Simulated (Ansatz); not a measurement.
BaHfO3:
```xyz
5
Lattice="4.2063 0.0000 0.0000 0.0000 4.2063 0.0000 0.0000 0.0000 4.2063" Properties=species:S:1:pos:R:3 pbc="T T T"
Ba     0.0000     0.0000     0.0000
Hf     2.1031     2.1031     2.1031
O      0.0000     2.1031     2.1031
O      2.1031     2.1031     0.0000
O      2.1031     0.0000     2.1031
```

Relaxed with PBE. Special points in fractions of this cell's reciprocal vectors: Γ (0.000, 0.000, 0.000); X (0.000, 0.500, 0.000); M (0.500, 0.500, 0.000); R (0.500, 0.500, 0.500).

Q: List the band energies nearest the valence-band maximum at these points for the program Ansatz at the PBE with spin–orbit coupling level (PAW).

A: In eV from the valence-band maximum; about four levels below and three above (degenerate sets whole), none deeper than 8.9 eV; points with the same levels are listed once.

```
k                    below                          above
-  -----------------------  -----------------------------
Γ  -0.07 -0.07 -0.07 -0.07            3.53 3.53 3.53 3.53
X  -0.54 -0.54 -0.34 -0.34            4.06 4.06 6.13 6.13
M  -0.81 -0.81 -0.05 -0.05            6.07 6.07 6.24 6.24
R      0.00 0.00 0.00 0.00  6.00 6.00 6.04 6.04 6.04 6.04
```

Space group Pm-3m (cubic perovskite). The PBE relaxation kept the symmetry of its start; phonons on a q-mesh show no instability. The run is not spin-polarised.

Potentials: the later of the program's two PAW sets.
